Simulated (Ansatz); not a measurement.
Y$_{2}$InNi$_{2}$:
```
CELL_PARAMETERS angstrom
      1.93544    -7.11586     0.00000
      1.93544     7.11586     0.00000
      0.00000     0.00000     3.69176
ATOMIC_POSITIONS crystal
  Y  0.36248 0.63752 0.50000
  Y  0.63752 0.36248 0.50000
  In 0.00000 0.00000 0.00000
  Ni 0.79962 0.20038 0.00000
  Ni 0.20038 0.79962 0.00000
```

Relaxed with r²SCAN. Special points in fractions of this cell's reciprocal vectors: Γ (0.000, 0.000, 0.000); Y (-0.500, 0.500, 0.000); C0 (-0.268, 0.732, 0.000); Σ0 (0.268, 0.268, 0.000); Z (0.000, 0.000, 0.500); A0 (0.268, 0.268, 0.500); E0 (-0.268, 0.732, 0.500); T (-0.500, 0.500, 0.500); S (0.000, 0.500, 0.000); R (0.000, 0.500, 0.500).

Task: List the band energies nearest the Fermi level at these points for plane-wave PAW r²SCAN (Ansatz code).

Result: In eV from the Fermi level; about four levels below and three above (degenerate sets whole), none deeper than 8.9 eV; points with the same levels are listed once.

```json
[
 {"k": "Γ", "below": "-1.44 -1.40 -1.06 -0.78", "above": "0.66 1.39 1.72"},
 {"k": "Y", "below": "-1.46 -1.40 -1.00 -0.48", "above": "0.22 1.21 1.57"},
 {"k": "C0", "below": "-1.48 -1.29 -0.60 -0.38", "above": "1.24 1.82 1.86"},
 {"k": "Z", "below": "-1.20 -0.89 -0.64 -0.20", "above": "0.21 0.94 2.37"},
 {"k": "A0", "below": "-1.09 -0.81 -0.36 -0.28", "above": "0.16 0.21 2.00"},
 {"k": "T", "below": "-1.39 -1.27 -1.20 -1.03", "above": "0.31 0.36 0.42"},
 {"k": "S", "below": "-1.36 -0.98 -0.73 -0.49", "above": "1.40 1.66 1.79"},
 {"k": "R", "below": "-1.08 -0.61 -0.56 -0.01", "above": "0.03 0.34 2.03"}
]
```

Space group Cmmm. The first step of the workflow began from a Materials Project structure, measured or hypothetical; the Crystallography Open Database copy checked does not list it. Whether it is the stable phase at ambient conditions was not checked. The r²SCAN relaxation kept the symmetry of its start; its stability against distortions is not shown here. The run is not spin-polarised. Spin–orbit coupling is left out wherever it is not named.

Potentials: the earlier of the program's two PAW sets.
